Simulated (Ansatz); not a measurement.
# IrRu: how the energy converges with the cutoff

IrRu, P-6m2, a = 2.725 Å, c = 4.331 Å. The structure is a Materials Project entry; whether it is the stable form wasn't checked. Ansatz: PBEsol, PAW, cutoff varied, Γ-centred 18×18×10 mesh on 2 atoms, Gaussian smearing 0.10 eV; no spin polarisation. Single points at one geometry, the cutoff alone changed; ΔE is the energy at zero smearing over the run at 500 eV. The runs up to 350 eV lie under the cutoff recommended for these PAW datasets.

| cutoff (eV) | ΔE (meV/atom) |
| --- | --- |
| 250 | 1531.94 |
| 300 | 165.43 |
| 350 | ? |
| 420 | 1.66 |

Q: Assume ΔE falls exponentially with the cutoff, fit y = ln ΔE against x, the cutoff in eV, to the other rows, and predict the missing value.

A: y = 7.334, 5.109, 0.507. Means x = 323.3, y = 4.3167; Σ(Δx)² = 15267, ΣΔxΔy = -608.0; the slope is their ratio. y = 17.19 − 0.03983 x, a factor of ten per 58 eV. At 350 eV this gives ΔE = 25.78 meV/atom. The run gave 11.85, a ratio of 2.18. Between neighbouring rows the decay runs from a factor of ten per 44 eV to one per 82 eV, so one exponential is only a rough guide. The fast fall gives way to a slow tail.